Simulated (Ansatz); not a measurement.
Starting cell, Ta (bcc, W type):

```xyz
2
Lattice="-3.3197 3.3197 3.3197 1.6599 -1.6599 1.6599 1.6599 1.6599 -1.6599" Properties=species:S:1:pos:R:3 pbc="T T T"
Ta     0.0000     0.0000     0.0000
Ta    -1.6599     1.6599     1.6599
```

The atoms are displaced by Q × the pattern below (from a DFPT mode at N = (0.5, 0.0, 0.0), largest move 1; Q in Å), at fixed cell. (q is in reciprocal vectors of the primitive cell; the cell shown is doubled to hold the pattern.)

```
atom       x      y      z
----  ------  -----  -----
Ta1    1.000  0.000  0.000
Ta2   -1.000  0.000  0.000
```

All values below come from PBE (plane waves to 420 eV, PAW, scalar-relativistic; Ansatz, an electronic-structure program). k mesh 10×20×20 (Γ-centred), Fermi-Dirac smearing 0.05 eV. E stands for the smeared free energy. With partly filled bands, energies and forces of such displacements shift with the k mesh and the smearing. Spin-orbit coupling is left out, though Ta is heavy. Ta is run without spin polarisation. Ta was relaxed with its symmetry unable to fall. The PAW data are Ansatz's earlier set. ΔE is measured from the undisplaced structure.

The scan covers Q from -0.100 to 0.100 Å in 13 points.

Question: Is this a single well or a double well?

Answer: A single well with its minimum at or next to zero displacement.

Question: Which space group does the distorted structure have?

Answer: Cmcm (No. 63), lowered from Im-3m.

Question: What is the energy change at Q = 0.100 Å?

Answer: 132 meV/cell.

Question: What harmonic wavenumber does the curvature at Q = 0 give?

Answer: 146 cm⁻¹.

(A displaced cell: forces are minus the slopes of the energy, force constants its curvatures, and phonons follow from these.)
